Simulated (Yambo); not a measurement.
Yambo input for KLuO$_{2}$ (space group R-3m, No. 166) under isotropic strain of +1 % on all lattice vectors (a = b = c = 6.4951 Å, α = β = γ = 30.23°), on PBEsol (Quantum ESPRESSO, PseudoDojo norm-conserving, 100 Ry, no spin-orbit coupling) wavefunctions on a 8×8×8 mesh:

```
optics
chi
dipoles
kernel
FFTGvecs= 40 Ry
Chimod= "HARTREE"
NGsBlkXd= 4 Ry
% QpntsRXd
 1 | 1 |
%
% BndsRnXd
 2 | 57 |
%
GrFnTpXd= "R"
% EnRngeXd
 0.0 | 20.0 | eV
%
% DmRngeXd
 0.2 | 0.2 | eV
%
CGrdSpXd= 50
ETStpsXd= 161
% LongDrXd
 1.0 | 0.0 | 0.0 |
%
% XfnQP_E
 0.793 | 1.0 | 1.0 |
%
```

First lines of the file o-*.eps_q1_inv_rpa_dyson:

```
Absorption @ Q(1):   1.00000000     0.00000000     0.00000000    [q->0 direction]
#
# [ X ] Hartree size     :   61
# [GEN] GF Energies     : Perdew, Burke & Ernzerhof SOL(X)+Perdew, Burke & Ernzerhof SOL(C)+ user defined corrections @E
# [GEN] Green`s Function     : Retarded
#
# [GEN] Gauge     : Length
# [GEN] [r,Vnl] included     : yes
#
#    E[1] [eV]     Im(eps)     Re(eps)     Im(eps_o)     Re(eps_o)
#
     0.000000     0.58805E-09     3.685301     -0.15471E-17     4.069679
     0.125000     0.001844     3.685875     0.002072     4.070324
     0.250000     0.003696     3.687600     0.004151     4.072261
     0.375000     0.005563     3.690482     0.006248     4.075499
     0.500000     0.007454     3.694534     0.008371     4.080050
     0.625000     0.009375     3.699772     0.010528     4.085933
     0.750000     0.011337     3.706219     0.012730     4.093172
     0.875000     0.013349     3.713901     0.014986     4.101798
     1.000000     0.015419     3.722853     0.017308     4.111848
     1.125000     0.017560     3.733115     0.019706     4.123366
     1.250000     0.019782     3.744732     0.022195     4.136403
     1.375000     0.022099     3.757760     0.024789     4.151019
     1.500000     0.024527     3.772261     0.027504     4.167285
     1.625000     0.027080     3.788309     0.030358     4.185279
     1.750000     0.029780     3.805986     0.033371     4.205094
     1.875000     0.032647     3.825389     0.036569     4.226834
     2.000000     0.035707     3.846627     0.039979     4.250622
     2.125000     0.038991     3.869829     0.043633     4.276596
     2.250000     0.042535     3.895142     0.047571     4.304918
     2.375000     0.046381     3.922736     0.051838     4.335774
     2.500000     0.050582     3.952810     0.056492     4.369381
     2.625000     0.055204     3.985598     0.061601     4.405994
     2.750000     0.060326     4.021378     0.067251     4.445911
     2.875000     0.066054     4.060478     0.073553     4.489489
     3.000000     0.072522     4.103297     0.080648     4.537157
     3.125000     0.079912     4.150320     0.088725     4.589436
     3.250000     0.088472     4.202151     0.098042     4.646968
     3.375000     0.098560     4.259547     0.108964     4.710558
     3.500000     0.110709     4.323484     0.122034     4.781235
     3.625000     0.125774     4.395240     0.138106     4.860336
     3.750000     0.145218     4.476502     0.158631     4.949621
     3.875000     0.171805     4.569430     0.186313     5.051336
     4.000000     0.211270     4.676108     0.226703     5.167716
```
(The file goes on to the top of the energy range.) Convergence of the RPA response with its 8×8×8 mesh was not tested. The scissor comes from a G0W0 run whose convergence isn't established.

Geometry strained from the cell relaxed with PBEsol, atoms relaxed again.

The structure is a Materials Project entry; no match was found in the copy of COD used, and its stability was not checked.
